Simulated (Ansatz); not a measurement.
## Formation energy of HfPb3 in the AuCu3-type structure

Method: PBEsol, scalar-relativistic; no spin polarisation; PAW, 420 eV, 8×8×8 k-mesh, Gaussian smearing of 0.05 eV; code Ansatz; PAW files: Ansatz's generated set soft_2.

The cell came from substitution into a structure type; whether the compound takes it is for experiment to say.

Symmetry: Pm-3m, No. 221, cubic system. The conventional cell has a = 4.704 Å, b = 4.704 Å, c = 4.704 Å, α = 90.00°, β = 90.00°, γ = 90.00°. Hf (site symmetry m-3m) is surrounded by 12 Pb at 3.33 Å. Around Pb (site symmetry 4/mmm) lie 4 Hf at 3.33 Å and 8 Pb at 3.33 Å. (Neighbours are counted to 15 % beyond the shortest distance.)

The elements were computed in their standard states with the same datasets, cutoff and functional. Absolute energies hang on the potentials; compare differences alone.

Energy of the relaxed cell (4 atoms, smearing extrapolated to zero): -50861.921 eV. Elements, in eV/atom: Hf -15598.025, Pb -11754.948.

Task: What is the formation energy?

Result: [-50861.921 − (1 × -15598.025 + 3 × -11754.948)] / 4 = 0.24 eV/atom, or 23 kJ per mole of atoms.

The value is for 0 K, without zero-point energy. A positive value means that this structure is unstable even against the elements at this level.

Spin–orbit coupling, which matters for such heavy elements, is left out.
